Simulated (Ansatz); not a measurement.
InAs (zinc blende)

```xyz
2
Lattice="0.0000 3.0932 3.0932 3.0932 0.0000 3.0932 3.0932 3.0932 0.0000" Properties=species:S:1:pos:R:3 pbc="T T T"
As     4.6397     4.6397     4.6397
In     0.0000     0.0000     0.0000
```

The slice is a {100} plane (indices of the conventional cell) through the point (0.000, 0.000, 0.000) (fractional), spanned by u = [100] and v = [0 1 -1] in vectors of this cell: u (4.37 Å) and v (4.37 Å, at 90° to u). It covers one period; positions are fractions (u, v).

All values below come from PBE (plane waves to 420 eV, PAW, scalar-relativistic; Ansatz, a first-principles code). k mesh 9×9×9. These are valence fields of a PAW run, semicore shells included where kept as valence: close to a nucleus they are smooth pseudo fields. At this level the bands of InAs touch or barely overlap; measurements give the solid a gap. InAs was relaxed with its symmetry unable to fall.

Problem. Predict the map of the valence electron density on the slice.

Solution. 
```tsv
v \ u	0.00	0.14	0.29	0.43	0.57	0.71	0.86
0.86	0.5	-0.1	-0.8	-1.1	-1.1	-0.8	-0.1
0.71	-0.6	-0.8	-1.2	-1.5	-1.5	-1.2	-0.8
0.57	-0.9	-1.1	-1.5	-1.9	-1.9	-1.5	-1.1
0.43	-0.9	-1.1	-1.5	-1.9	-1.9	-1.5	-1.1
0.29	-0.6	-0.8	-1.2	-1.5	-1.5	-1.2	-0.8
0.14	0.5	-0.1	-0.8	-1.1	-1.1	-0.8	-0.1
0.00	1.1	0.5	-0.6	-0.9	-0.9	-0.6	0.5
```

Values: log₁₀ of the valence density in e/Å³. The scale is logarithmic, as a density can span decades between atoms and voids.
